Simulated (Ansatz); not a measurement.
GaP:
```
GaP
1.0
    0.00000     2.55943     2.55943
    2.55943     0.00000     2.55943
    2.55943     2.55943     0.00000
Ga P
1 1
Direct
  0.00000   0.00000   0.00000
  0.50000   0.50000   0.50000
```

Relaxed with r²SCAN. Special points in fractions of this cell's reciprocal vectors: Γ (0.000, 0.000, 0.000); X (0.500, 0.000, 0.500); U (0.625, 0.250, 0.625); K (0.375, 0.375, 0.750); L (0.500, 0.500, 0.500); W (0.500, 0.250, 0.750).

Task: List the band energies nearest the Fermi level at these points for plane-wave PAW r²SCAN with spin–orbit coupling (Ansatz code).

Result: In eV from the Fermi level; about four levels below and three above (degenerate sets whole), none deeper than 8.9 eV; points with the same levels are listed once.

| k | below | above |
|---|---|---|
| Γ | -0.09 -0.09 | 0.02 0.02 0.02 0.02 |
| X | -2.90 -2.90 -2.83 -2.83 | 3.74 3.74 11.82 11.82 |
| U | -2.11 -2.11 -0.02 -0.02 | 6.37 6.37 7.72 7.72 |
| L | -8.20 -8.20 | 0.17 0.17 0.20 0.20 |
| W | -4.92 -4.92 -4.90 -4.90 | 2.88 2.88 5.00 5.00 |

Space group Fm-3m (rock salt). The start of the workflow was typed in or built on a structure type; neither database checked (COD, Materials Project) lists it. It is not the phase usual at ambient conditions (space group No. 216). The r²SCAN relaxation kept the symmetry of its start; its stability against distortions is not shown here.

Potentials: the earlier of the program's two PAW sets.
